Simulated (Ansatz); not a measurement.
Ga$_{4}$BiAs$_{3}$:
Space group Amm2 (No. 38); a = 4.0700 Å, b = 8.1696 Å, c = 11.5715 Å, α = β = γ = 90.00°

| atom | site | symmetry | x | y | z |
|---|---|---|---|---|---|
| Ga | 2b | mm2 | 0.5000 | 0.5000 | 0.1395 |
| Ga | 4d | m.. | 0.0000 | 0.2629 | 0.3691 |
| Ga | 2b | mm2 | 0.5000 | 0.5000 | 0.6234 |
| Bi | 2a | mm2 | 0.0000 | 0.0000 | 0.4994 |
| As | 2a | mm2 | 0.0000 | 0.0000 | 0.9991 |
| As | 4e | m.. | 0.5000 | 0.2493 | 0.2502 |
(The calculation used a cell of 8 atoms; values per cell refer to that cell.)

Relaxed with LDA.

**Question.** Which orbitals make up the states near the Fermi level in plane-wave PAW LDA (Ansatz code)?

**Answer.** Within 0.5 eV of the Fermi level: Bi 6p 26 %, As 4p 26 %, Ga 4p 25 %, Ga 4s 14 %, As 4s 8 %. Projections are on Löwdin-orthogonalised atomic valence shells; empty p or d shells of many metals are not among them.

**Question.** Tabulate the density of states.

**Answer.** States/eV per cell of 8 atoms, in 0.25 eV bins, energy from the Fermi level.

```tsv
E (eV)	total	Ga 4p	As 4p	Ga 4s
-7.85	0.00	0.00	0.00	0.00
-7.60	0.00	0.00	0.00	0.00
-7.35	1.35	0.04	0.52	0.71
-7.10	7.80	0.43	2.80	3.86
-6.85	5.70	0.46	1.79	2.52
-6.60	3.77	0.31	1.15	1.57
-6.35	2.48	0.21	0.76	0.96
-6.10	2.01	0.17	0.63	0.75
-5.85	1.60	0.14	0.52	0.57
-5.60	1.32	0.12	0.45	0.45
-5.35	1.10	0.10	0.39	0.36
-5.10	0.93	0.09	0.35	0.29
-4.85	0.71	0.08	0.28	0.21
-4.60	0.81	0.11	0.34	0.21
-4.35	2.52	0.84	1.28	0.18
-4.10	4.57	1.61	2.20	0.21
-3.85	4.63	1.59	2.11	0.23
-3.60	4.54	1.53	2.16	0.23
-3.35	5.19	1.77	2.51	0.22
-3.10	6.28	2.16	3.09	0.20
-2.85	6.56	2.18	3.34	0.22
-2.60	5.48	1.74	2.81	0.20
-2.35	5.22	1.59	2.83	0.15
-2.10	4.27	1.25	2.28	0.10
-1.85	4.40	1.31	1.90	0.09
-1.60	3.97	1.15	1.64	0.07
-1.35	2.58	0.76	0.86	0.06
-1.10	2.20	0.62	0.75	0.04
-0.85	1.71	0.46	0.57	0.02
-0.60	1.38	0.36	0.42	0.01
-0.35	0.77	0.19	0.22	0.01
-0.10	0.17	0.04	0.04	0.01
0.15	0.25	0.06	0.06	0.07
0.40	0.66	0.17	0.15	0.20
0.65	1.30	0.37	0.30	0.34
0.90	2.35	0.75	0.54	0.55
1.15	3.97	1.26	0.96	0.89
1.40	5.41	1.66	1.39	1.21
1.65	5.45	1.67	1.33	1.17
1.90	5.37	1.67	1.21	1.10
2.15	4.63	1.54	0.92	0.86
2.40	3.87	1.35	0.75	0.65
2.65	3.28	1.24	0.62	0.50
2.90	3.41	1.52	0.59	0.42
3.15	3.89	1.85	0.72	0.42
3.40	4.58	2.43	0.83	0.31
3.65	6.50	3.50	1.14	0.29
3.90	6.07	3.02	1.08	0.33
4.15	5.04	2.56	0.94	0.23
4.40	5.64	2.78	1.07	0.22
4.65	6.01	2.82	1.17	0.23
```

The workflow started from a Materials Project entry (that database holds measured and hypothetical structures alike); the Crystallography Open Database copy checked does not list it. Whether it is the stable phase at ambient conditions was not checked. The cell was relaxed with LDA under the symmetry of its start; of distortions, only those at the zone centre were tested. Scalar-relativistic: spin–orbit coupling is off unless named, which matters more the heavier the elements.

Potentials: the later of the program's two PAW sets.
